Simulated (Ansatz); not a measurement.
SiO₂ (alpha-cristobalite type, space group P4_12_12)

Space group P4₁2₁2 (No. 92); a = 5.0310 Å, b = 5.0310 Å, c = 7.0144 Å, α = 90.00°, β = 90.00°, γ = 90.00°

| atom | site | symmetry | x | y | z |
|---|---|---|---|---|---|
| Si | 4a | ..2 | 0.2976 | 0.2976 | 0.5000 |
| O | 8b | 1 | 0.1010 | 0.2397 | 0.3221 |

The volume is varied about the relaxed value V₀ at fixed cell shape. The atoms relax within the cell's symmetry.

Method: PBEsol (plane waves to 420 eV, PAW, scalar-relativistic; Ansatz, a quantum-chemistry and plane-wave program). k mesh 6×6×4 (Γ-centred), Fermi-Dirac smearing 0.05 eV. Energies are smeared free energies. With the shape held, the modulus is that of even scaling; a crystal free to change shape is softer. SiO2 was relaxed with its symmetry unable to fall. The zero of ΔE is the relaxed starting cell.

```
V (Å³/atom)  ΔE (meV/atom)
-----------  -------------
12.428                20.8
12.901                12.5
13.375                 6.6
13.848                 2.8
14.322                 0.7
14.795                 0.0
15.268                 0.6
15.742                 2.3
16.215                 5.2
16.689                 9.0
17.162                13.8
```

### Question
What bulk modulus at fixed cell shape B₀ follows from a third-order Birch-Murnaghan fit?

### Answer
14.2 GPa.

### Question
What is the fitted pressure derivative B₀′?

### Answer
3.0.

(A scan under strain: stresses follow from slopes of the energy per volume, elastic moduli from its curvatures.)
